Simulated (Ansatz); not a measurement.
A relaxation computed with Ansatz, from input to last step.

```yaml
crystal:
  lattice:
    - [2.2291561655, 1.2870039122, 1.7649176098]
    - [-2.2291561655, 1.2870039122, 1.7649176098]
    - [0.0, -2.5740078244, 1.7649176099]
  atoms:
    - { symbol: Te, position: [0.5, 0.5, 0.5] }
basis:
  ecutwfc: 500
kpoints:
  mp_grid: { grid: [15, 15, 15] }
hamiltonian:
  xc: r2scan
scf:
  occupations: { method: gaussian, width: 0.1 }
output:
  forces: true
  stress: true
  eigenvalues: true
relax:
  adjacent_minimum: "off"
  f_tol: 0.01
  max_steps: 30
  cell: { stress_tol: 0.1, fix: [volume] }
```

```bash
ansatz run input.yaml --threads 1 --pin off --max-ram 2560MiB --backend cpu --events-out ev --progress --plain --runs-dir out
```

Computed with Ansatz, DFT r2SCAN, scalar-relativistic, plane waves, PAW.

The volume is held at 0.94 times that of the relaxed cell.

Of 7 frames 7 are shown, positions in Å and forces in eV/Å; the SCF threshold varies from step to step. Steps run on the plane waves of an earlier cell, with a Pulay correction in the pressure. The basis is chosen afresh for the last frame, the zero of the energies, and at times for earlier ones too; energy and pressure step there, also at an unchanged geometry.

```xyz
1
Lattice="2.2292 1.2870 1.7649 -2.2292 1.2870 1.7649 0.0000 -2.5740 1.7649" Properties=species:S:1:pos:R:3:forces:R:3 pbc="T T T" step=1 free_energy_over_end_meV_per_atom=3.57 pressure_GPa=3.89
Te    0.0000    0.0000    2.6474    0.0000    0.0000    0.0000
1
Lattice="2.2328 1.2891 1.7592 -2.2328 1.2891 1.7592 0.0000 -2.5782 1.7592" Properties=species:S:1:pos:R:3:forces:R:3 pbc="T T T" step=2 free_energy_over_end_meV_per_atom=3.40 pressure_GPa=3.88
Te    0.0000    0.0000    2.6388    0.0000    0.0000    0.0000
1
Lattice="2.2699 1.3105 1.7021 -2.2699 1.3105 1.7021 0.0000 -2.6211 1.7021" Properties=species:S:1:pos:R:3:forces:R:3 pbc="T T T" step=3 free_energy_over_end_meV_per_atom=2.30 pressure_GPa=3.63
Te    0.0000    0.0000    2.5532    0.0000    0.0000    0.0000
1
Lattice="2.2931 1.3239 1.6678 -2.2931 1.3239 1.6678 0.0000 -2.6479 1.6678" Properties=species:S:1:pos:R:3:forces:R:3 pbc="T T T" step=4 free_energy_over_end_meV_per_atom=1.84 pressure_GPa=3.39
Te    0.0000    0.0000    2.5017    0.0000    0.0000    0.0000
1
Lattice="2.3486 1.3560 1.5899 -2.3486 1.3560 1.5899 0.0000 -2.7120 1.5899" Properties=species:S:1:pos:R:3:forces:R:3 pbc="T T T" step=5 free_energy_over_end_meV_per_atom=0.32 pressure_GPa=2.47
Te    0.0000    0.0000    2.3849    0.0000    0.0000    0.0000
1
Lattice="2.3328 1.3468 1.6116 -2.3328 1.3468 1.6116 0.0000 -2.6937 1.6116" Properties=species:S:1:pos:R:3:forces:R:3 pbc="T T T" step=6 free_energy_over_end_meV_per_atom=0.17 pressure_GPa=2.77
Te    0.0000    0.0000    2.4174    0.0000    0.0000    0.0000
1
Lattice="2.3328 1.3468 1.6116 -2.3328 1.3468 1.6116 0.0000 -2.6937 1.6116" Properties=species:S:1:pos:R:3:forces:R:3 pbc="T T T" step=7 free_energy_over_end_meV_per_atom=0.00 pressure_GPa=2.77
Te    0.0000    0.0000    2.4174    0.0000    0.0000    0.0000
```

The run took 110 s on 1 thread of Arm Neoverse V1 (shared host), peak memory 0.5 GiB.